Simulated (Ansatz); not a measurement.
Si$_{3}$N$_{4}$:
```yaml
crystal:
  lattice:
    - [7.75224, 0.00000, 0.00000]
    - [-3.87612, 6.71364, 0.00000]
    - [0.00000, 0.00000, 5.61926]
  atoms:
    - { symbol: Si, position: [0.08204, 0.56957, 0.19631] }
    - { symbol: Si, position: [0.43043, 0.51247, 0.19631] }
    - { symbol: Si, position: [0.48753, 0.91796, 0.19631] }
    - { symbol: Si, position: [0.56957, 0.08204, 0.69631] }
    - { symbol: Si, position: [0.51247, 0.43043, 0.69631] }
    - { symbol: Si, position: [0.91796, 0.48753, 0.69631] }
    - { symbol: Si, position: [0.91371, 0.16715, 0.98849] }
    - { symbol: Si, position: [0.83285, 0.74656, 0.98849] }
    - { symbol: Si, position: [0.25344, 0.08629, 0.98849] }
    - { symbol: Si, position: [0.16715, 0.91371, 0.48849] }
    - { symbol: Si, position: [0.74656, 0.83285, 0.48849] }
    - { symbol: Si, position: [0.08629, 0.25344, 0.48849] }
    - { symbol: N, position: [0.34467, 0.39021, 0.46903] }
    - { symbol: N, position: [0.60979, 0.95445, 0.46903] }
    - { symbol: N, position: [0.04555, 0.65533, 0.46903] }
    - { symbol: N, position: [0.39021, 0.34467, 0.96903] }
    - { symbol: N, position: [0.95445, 0.60979, 0.96903] }
    - { symbol: N, position: [0.65533, 0.04555, 0.96903] }
    - { symbol: N, position: [0.00000, 0.00000, 0.98915] }
    - { symbol: N, position: [0.00000, 0.00000, 0.48915] }
    - { symbol: N, position: [0.99658, 0.31481, 0.73493] }
    - { symbol: N, position: [0.68519, 0.68177, 0.73493] }
    - { symbol: N, position: [0.31823, 0.00342, 0.73493] }
    - { symbol: N, position: [0.31481, 0.99658, 0.23493] }
    - { symbol: N, position: [0.68177, 0.68519, 0.23493] }
    - { symbol: N, position: [0.00342, 0.31823, 0.23493] }
    - { symbol: N, position: [0.66667, 0.33333, 0.64074] }
    - { symbol: N, position: [0.33333, 0.66667, 0.14074] }
```

This is the r²SCAN-relaxed structure. Cartesian axes are those of the cell as given.

Q: All from DFT-r²SCAN in the program Ansatz with PAW potentials, unless another level is named. Estimate the Hill bulk and shear moduli.

A: 240 and 145 GPa.

Q: Next, the elastic constants (relaxed ions, GPa)?

A: C11 = 436, C12 = 148, C13 = 130, C14 = 0.0, C33 = 476, C44 = 137.

Space group P31c. The first step of the workflow began from a Materials Project structure, measured or hypothetical; the Crystallography Open Database files this formula in space group No. 159, but the cells were not matched. It is not the phase usual at ambient conditions (space group No. 176). The cell was relaxed with r²SCAN under the symmetry of its start; its stability against distortions is not shown here.

Potentials: the earlier of the program's two PAW sets.
